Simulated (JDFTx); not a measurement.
An input for a modified build of JDFTx (W(100), linear PCM (GLSSA13), water, 1 M KCl; bohr, hartree) and the course of its log:

```
lattice \
  8.4726051077 0.0000000000 0.0000000000 \
  0.0000000000 8.4726051077 0.0000000000 \
  0.0000000000 0.0000000000 44.9754817661
coords-type Lattice
ion W 0.5000000000 0.0000000000 -0.0937156560 0
ion W 0.0000000000 0.5000000000 -0.0937156560 0
ion W 0.0000000000 0.0000000000 -0.0333016810 0
ion W 0.5000000000 0.5000000000 -0.0333016810 0
ion W 0.5000000000 0.0000000000 0.0333016810 0
ion W 0.0000000000 0.5000000000 0.0333016810 0
ion W 0.0000000000 0.0000000000 0.0937156560 0
ion W 0.5000000000 0.5000000000 0.0937156560 0
ion-species pseudo/w_pbe_v1.2.upf
elec-cutoff 20 100
elec-ex-corr gga-PBE
coulomb-interaction Slab 001
coulomb-truncation-embed 0 0 0
kpoint-folding 6 6 1
elec-smearing Fermi 0.01
elec-n-bands 72
target-mu -0.144792
electronic-scf nIterations 100 energyDiffThreshold 1e-07
fluid LinearPCM
pcm-variant GLSSA13
fluid-solvent H2O
fluid-cation K+ 1
fluid-anion Cl- 1
fluid-minimize nIterations 400 knormThreshold 1e-12
wavefunction read f0.wfns
elec-initial-eigenvals f0.eigenvals
elec-initial-fillings read f0.fillings
fluid-initial-state f0.fluidState
dump-name f0_u0.$VAR
dump End State Ecomponents EigStats BandEigs Forces ElecDensity IonicPositions Fillings Kpoints Dtot FluidDebug BoundCharge FluidDensity
```

```
[one cycle in 5 is shown, and the last three; fluid-solver lines are left out]
	FillingsUpdate:  mu: -0.144792000  nElectrons: 109.341029
SCF: Cycle:  0   G: -532.216995832136490   dG: +9.859e-01   |Residual|: 1.093e-01   |deigs|: 2.225e-06
	FillingsUpdate:  mu: -0.144792000  nElectrons: 111.516549
SCF: Cycle:  5   G: -533.183973128622256   dG: -2.220e-02   |Residual|: 1.600e-02   |deigs|: 5.801e-04
	FillingsUpdate:  mu: -0.144792000  nElectrons: 111.478182
SCF: Cycle: 10   G: -533.188017990657613   dG: +8.475e-04   |Residual|: 1.479e-02   |deigs|: 2.538e-04
	FillingsUpdate:  mu: -0.144792000  nElectrons: 111.213456
SCF: Cycle: 15   G: -533.151812104630835   dG: -4.460e-03   |Residual|: 2.514e-02   |deigs|: 9.326e-05
	FillingsUpdate:  mu: -0.144792000  nElectrons: 110.730766
SCF: Cycle: 20   G: -533.061070571612618   dG: -2.148e-02   |Residual|: 4.419e-02   |deigs|: 3.470e-04
	FillingsUpdate:  mu: -0.144792000  nElectrons: 107.403616
SCF: Cycle: 25   G: -531.091527218609372   dG: -6.102e-01   |Residual|: 1.792e-01   |deigs|: 1.973e-03
	FillingsUpdate:  mu: -0.144792000  nElectrons: 112.728039
SCF: Cycle: 30   G: -533.020520145777937   dG: -8.836e-01   |Residual|: 5.020e-02   |deigs|: 1.680e-02
	FillingsUpdate:  mu: -0.144792000  nElectrons: 111.223028
SCF: Cycle: 35   G: -533.208185482173803   dG: -3.928e-02   |Residual|: 9.678e-03   |deigs|: 2.942e-03
	FillingsUpdate:  mu: -0.144792000  nElectrons: 110.537410
SCF: Cycle: 40   G: -533.059714823351214   dG: +8.969e-02   |Residual|: 4.667e-02   |deigs|: 6.843e-03
	FillingsUpdate:  mu: -0.144792000  nElectrons: 108.151580
SCF: Cycle: 45   G: -532.077782823077314   dG: +1.000e+00   |Residual|: 1.371e-01   |deigs|: 7.685e-03
	FillingsUpdate:  mu: -0.144792000  nElectrons: 113.200842
SCF: Cycle: 50   G: -532.813543133397275   dG: +2.367e-01   |Residual|: 7.567e-02   |deigs|: 1.357e-02
	FillingsUpdate:  mu: -0.144792000  nElectrons: 110.912054
SCF: Cycle: 55   G: -533.208683663643569   dG: -2.061e-02   |Residual|: 1.575e-02   |deigs|: 3.205e-03
	FillingsUpdate:  mu: -0.144792000  nElectrons: 112.478261
SCF: Cycle: 60   G: -533.054201222894449   dG: +5.367e-02   |Residual|: 4.803e-02   |deigs|: 1.179e-03
	FillingsUpdate:  mu: -0.144792000  nElectrons: 112.868236
SCF: Cycle: 65   G: -532.895603563876762   dG: -2.275e-02   |Residual|: 6.727e-02   |deigs|: 2.807e-04
	FillingsUpdate:  mu: -0.144792000  nElectrons: 109.601270
SCF: Cycle: 70   G: -532.672681962217780   dG: -1.033e-01   |Residual|: 8.808e-02   |deigs|: 7.067e-04
	FillingsUpdate:  mu: -0.144792000  nElectrons: 109.326097
SCF: Cycle: 75   G: -532.793145457974674   dG: -1.360e-01   |Residual|: 8.547e-02   |deigs|: 1.126e-03
	FillingsUpdate:  mu: -0.144792000  nElectrons: 102.634263
SCF: Cycle: 80   G: -524.264243088533362   dG: +1.361e-01   |Residual|: 3.719e-01   |deigs|: 2.471e-04
	FillingsUpdate:  mu: -0.144792000  nElectrons: 110.711939
SCF: Cycle: 85   G: -533.209977709637769   dG: +9.039e-03   |Residual|: 1.910e-02   |deigs|: 1.712e-03
	FillingsUpdate:  mu: -0.144792000  nElectrons: 110.050214
SCF: Cycle: 90   G: -533.135066021837588   dG: +3.229e-02   |Residual|: 4.455e-02   |deigs|: 9.295e-04
	FillingsUpdate:  mu: -0.144792000  nElectrons: 109.737788
SCF: Cycle: 95   G: -533.087951046876469   dG: +1.215e-01   |Residual|: 4.977e-02   |deigs|: 3.075e-03
	FillingsUpdate:  mu: -0.144792000  nElectrons: 109.490191
SCF: Cycle: 97   G: -533.000931502185381   dG: +1.762e-01   |Residual|: 6.354e-02   |deigs|: 2.851e-03
	FillingsUpdate:  mu: -0.144792000  nElectrons: 109.446987
SCF: Cycle: 98   G: -532.983502610338519   dG: +1.743e-02   |Residual|: 6.594e-02   |deigs|: 2.191e-04
	FillingsUpdate:  mu: -0.144792000  nElectrons: 111.348424
SCF: Cycle: 99   G: -533.202989476751213   dG: -2.195e-01   |Residual|: 1.837e-02   |deigs|: 7.926e-03
SCF: None of the convergence criteria satisfied after 100 iterations.
IonicMinimize: Iter:   0  G: -533.202989476751213  |grad|_K:  0.000e+00
IonicMinimize: Converged (|grad|_K<1.000000e-04).
```

This run gave no converged result. The electronic loop ended without meeting its threshold, so the last energy, electron count and forces aren't results.
